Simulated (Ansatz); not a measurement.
SnS2:
```
CELL_PARAMETERS angstrom
      3.70245     0.00000     0.00000
     -1.85122     3.20641     0.00000
      0.00000     0.00000     6.98328
ATOMIC_POSITIONS crystal
  Sn 0.00000 0.00000 0.00000
  S  0.33333 0.66667 0.21167
  S  0.66667 0.33333 0.78833
```

Relaxed with PBE. Special points in fractions of this cell's reciprocal vectors: Γ (0.000, 0.000, 0.000); M (0.500, 0.000, 0.000); K (0.333, 0.333, 0.000); A (0.000, 0.000, 0.500); L (0.500, 0.000, 0.500); H (0.333, 0.333, 0.500).

Task: List the band energies nearest the valence-band maximum at these points for plane-wave PAW PBE (Ansatz code).

Result: In eV from the valence-band maximum; about four levels below and three above (degenerate sets whole), none deeper than 8.9 eV; points with the same levels are listed once.

```tsv
k	below	above
Γ	-0.48 -0.48 -0.43 -0.12 -0.12	2.06 3.78 5.41 5.41
M	-2.19 -2.02 -0.48 -0.22	1.61 4.70 6.40
K	-3.39 -3.39 -2.99 -0.68 -0.68	2.53 6.52 6.52
A	-0.49 -0.49 -0.11 -0.11	2.60 3.78 5.37 5.37
L	-2.17 -1.82 -0.44 -0.27	1.54 4.83 6.03
H	-3.47 -3.47 -3.04 -0.47 -0.47	2.76 5.86 5.86
```

Space group P-3m1 (CdI2 type). Symmetry was held in the PBE relaxation. The volume lies over 15 % above that of the usual cell of this phase: another minimum, or an error of the functional. A crystal of weakly bound layers computed without a dispersion correction: the cell and the soft elastic constants depend strongly on that. Scalar-relativistic: spin–orbit coupling is off unless named, which matters more the heavier the elements.

Potentials: the later of the program's two PAW sets.
